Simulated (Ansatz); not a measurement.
Trial structure of YZr3, not yet relaxed:

```xyz
4
Lattice="2.8344 0.0000 0.0000 0.0000 2.8344 0.0000 0.0000 0.0000 9.3298" Properties=species:S:1:pos:R:3 pbc="T T T"
Y     0.0000    0.0000    0.0000
Zr    1.4172    1.4172    6.8507
Zr    0.0000    0.0000    4.6649
Zr    1.4172    1.4172    2.4792
```

Level of theory: DFT PBE, scalar-relativistic, plane waves, PAW (Ansatz 0.2.0). Plane waves to 420 eV, a k mesh through Γ of 6×6×2 on the computed 4-atom cell and Gaussian smearing (0.10 eV); no spin polarisation.

Formation energies are uncorrected and refer to the elements' standard structures at the same level.

Question: What does a single point on this coarse mesh give?

Answer: The pressure is 34.2 GPa (the mean over three directions, positive in compression), the largest force is 0.68 eV/Å, and the energy is +0.67 eV/atom against the elements. The shortest distance is 2.83 Å.

Question: How much does it gain on relaxing, and where does it end?

Answer: Relaxing gains about 0.58 eV/atom (the start's value is from the coarse mesh, so the gain is rough) in 13 ionic steps and ends at +0.09 eV/atom on the finer mesh. The symmetry stays P4/mmm (No. 123). The volume per atom grows by 34.9 %, from 18.7 to 25.3 Å³. The shortest distance goes from 2.83 Å (Y–Y and Zr–Zr) to 3.18 Å (Zr–Zr). Conventional cell: a = 3.212 Å, c = 9.799 Å. Around Y lie 4 Y at 3.21 Å and 8 Zr at 3.51 Å; Zr on a site of symmetry 4mm has 8 Zr at 3.18–3.21 Å and 4 Y at 3.51 Å; Zr on a site of symmetry 4/mmm has 12 Zr at 3.18–3.21 Å.

The last run used a 14×14×6 mesh (in the run's order of axes) for its 4-atom cell and Gaussian smearing of 0.10 eV. The relaxation can't lower the symmetry of the start. A later test with randomly moved atoms came back to the same energy, though modes that don't fit the test's cell weren't probed.
